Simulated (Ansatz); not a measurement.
Here is the system:

IrPt:
```cif
data_IrPt
_chemical_formula_sum 'Ir1 Pt1'
_space_group_name_H-M_alt 'P 1'
_space_group_IT_number 1
_cell_length_a 3.11083
_cell_length_b 3.11083
_cell_length_c 3.11083
_cell_angle_alpha 90.000
_cell_angle_beta 90.000
_cell_angle_gamma 90.000
loop_
_space_group_symop_operation_xyz
  'x, y, z'
loop_
_atom_site_label
_atom_site_type_symbol
_atom_site_fract_x
_atom_site_fract_y
_atom_site_fract_z
_atom_site_occupancy
Ir1 Ir 0.00000 0.00000 0.00000 1
Pt1 Pt 0.50000 0.50000 0.50000 1
```

This is the r²SCAN-relaxed structure.

### Question
All from r²SCAN in the plane-wave PAW code Ansatz, unless another level is named. Estimate the density of states at the Fermi level.

### Answer
1.8 states/eV per atom (mean over ±0.08 eV).

### Question
What about the formation energy from the elements (no fitted shifts)?

### Answer
0.42 eV/atom.

Space group Pm-3m (CsCl type). The start of the workflow was typed in or built on a structure type; neither database checked (COD, Materials Project) lists it. Its standing as an ambient phase is unchecked. Symmetry was held in the r²SCAN relaxation. At this level the phase is mechanically unstable. The run is not spin-polarised. Its formation energy is positive at this level, so the cell may be metastable or incomplete. The references are the lowest solids computed at this level, not always the standard phases. Scalar-relativistic: spin–orbit coupling is off unless named, which matters more the heavier the elements.

Potentials: the earlier of the program's two PAW sets.
